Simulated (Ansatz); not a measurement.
# Structures of Ta3O2: which is lowest?

Plane-wave DFT in Ansatz with scalar-relativistic PAW potentials, cutoff 420 eV, Γ-centred meshes chosen by cell and gap, Gaussian smearing with energies taken to zero width. Every cell was relaxed (cell and atoms) in a run of its own, within the symmetry of its start. Functional: PBE.

Relaxed structures (starts from databases or built by putting these elements on another compound's sites):
A. P-3m1, 5 atoms in the computed cell, a = 3.074 Å, c = 10.086 Å; sites (symmetry × multiplicity) Ta -3m. × 1 + 3m. × 2, O 3m. × 2; start: built
B. R-3m, 5 atoms in the computed cell, a = 2.865 Å, c = 26.842 Å; sites (symmetry × multiplicity) Ta -3m × 3 + 3m × 6, O 3m × 6; start: built

**Question.** Rank them by energy. Could pressure change the order?

**Answer.**
| structure | group | E − E(lowest) (meV/atom) | V (Å³/atom) | gap on mesh (eV) |
| --- | --- | --- | --- | --- |
| A | P-3m1 | 0.0 | 16.51 | 0.00 |
| B | R-3m | 379 | 12.72 | 0.00 |

A is lowest, 379 meV/atom under B. B is denser by 3.79 Å³/atom, so pressure favours it: ΔE/ΔV, with ΔE in eV and 1 eV/Å³ = 160.2 GPa, gives about 16 GPa for equal enthalpy if both cells were rigid; at such pressures compression changes ΔV much, so this is a scale only. Without a dispersion term the weakly bound lowest cell is too large, so ΔV and this pressure are artefacts in part: a slight pressure closes the gap between layers first. Other structures may lie lower than all of these, and vibrations aren't counted.

Spin-orbit coupling is left out, which matters for the bands of heavy elements. Spin polarisation was left out, and a magnetic state may lie lower.